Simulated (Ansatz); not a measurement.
**Si: moving Si off its site**

Si, P6/mmm, a = 2.629 Å, c = 2.494 Å. This isn't the element's structure at ambient conditions. Ansatz: r2SCAN, PAW, 500 eV, Γ-centred 12×12×12 mesh on 8 atoms, Gaussian smearing 0.15 eV; no spin polarisation.

```
Si
1.0
     0.00000    0.00000   -4.98760
     2.62900   -4.55356    0.00000
    -5.25800    0.00000    0.00000
Si
8
Direct
  0.50000 0.50000 0.50000
  0.00000 0.50000 0.50000
  0.50000 0.00000 0.50000
  0.00000 0.00000 0.50000
  0.50000 0.50000 0.00000
  0.00000 0.50000 0.00000
  0.50000 0.00000 0.00000
  0.00000 0.00000 0.00000
```

Atom 1 (Si) moves by x along the unit vector (0.000, 0.000, 1.000), with its periodic images; all else is held. y is the free energy of the cell over the start, F the force along the path summed over the moved atoms. Symmetry makes y even in x.

| x (Å) | y (meV) | F (eV/Å) |
| --- | --- | --- |
| -0.200 | 140.7 | 1.58 |
| -0.100 | ? | ? |
| 0.000 | 0.0 | 0.00 |
| 0.050 | 7.6 | -0.31 |
| 0.125 | 50.5 | -0.86 |
| 0.150 | 74.6 | -1.08 |
| 0.175 | 104.5 | -1.32 |

Q: Fit y = c2 x² + c4 x⁴ to the energies of the other rows, give the force constant, and predict energy and force of the missing row.

A: Least squares on the rows shown. y = 3053 x² + 11630 x⁴. The force constant is 2 c2 = 6.11 eV/Å² (for all images moving together, not for a lone atom). The force −dy/dx at the missing row is 0.66 eV/Å (computed 0.66). At x = -0.100 the fit asked for gives 31.7 meV. The run gave 31.6 meV, so the fit is 0.1 meV too high, within twice the rms miss on the fitted rows (0.07 meV).